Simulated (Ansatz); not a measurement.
W₂N:
```
W2N
1.0
    2.79757     0.00000     0.00000
   -1.39878     2.42276     0.00000
    0.00000     0.00000     5.31873
N W
1 2
Direct
  0.00000   0.00000   0.00000
  0.33333   0.66667   0.26892
  0.66667   0.33333   0.73108
```

Relaxed with PBEsol. Special points in fractions of this cell's reciprocal vectors: Γ (0.000, 0.000, 0.000); M (0.500, 0.000, 0.000); K (0.333, 0.333, 0.000); A (0.000, 0.000, 0.500); L (0.500, 0.000, 0.500); H (0.333, 0.333, 0.500).

**Question.** List the band energies nearest the Fermi level at these points for the program Ansatz at the PBEsol with spin–orbit coupling level (PAW).

**Answer.** In eV from the Fermi level; about four levels below and three above (degenerate sets whole), none deeper than 8.9 eV; points with the same levels are listed once.

| k | below | above |
|---|---|---|
| Γ | -1.00 -1.00 -0.14 -0.14 | 0.17 0.17 0.69 0.69 |
| M | -2.08 -2.08 -1.31 -1.31 | 2.37 2.37 2.43 2.43 |
| K | -3.21 -3.21 -0.13 -0.13 | 0.02 0.02 0.42 0.42 |
| A | -1.33 -1.33 -0.67 -0.67 | 0.66 0.66 1.07 1.07 |
| L | -1.96 -1.96 -0.04 -0.04 | 2.80 2.80 4.10 4.10 |
| H | -2.66 -2.66 -0.51 -0.51 | 1.07 1.07 1.09 1.09 |

Space group P-3m1 (anti-CdI2 type). The cell is a constructed one: a structure type filled with these elements; neither database checked (COD, Materials Project) lists it. Whether it is the stable phase at ambient conditions was not checked. The cell was relaxed with PBEsol under the symmetry of its start; of distortions, only those at the zone centre were tested. No spin polarisation was allowed. With an odd number of electrons in the cell and no spin polarisation, the count alone makes it a metal.

Potentials: the later of the program's two PAW sets.
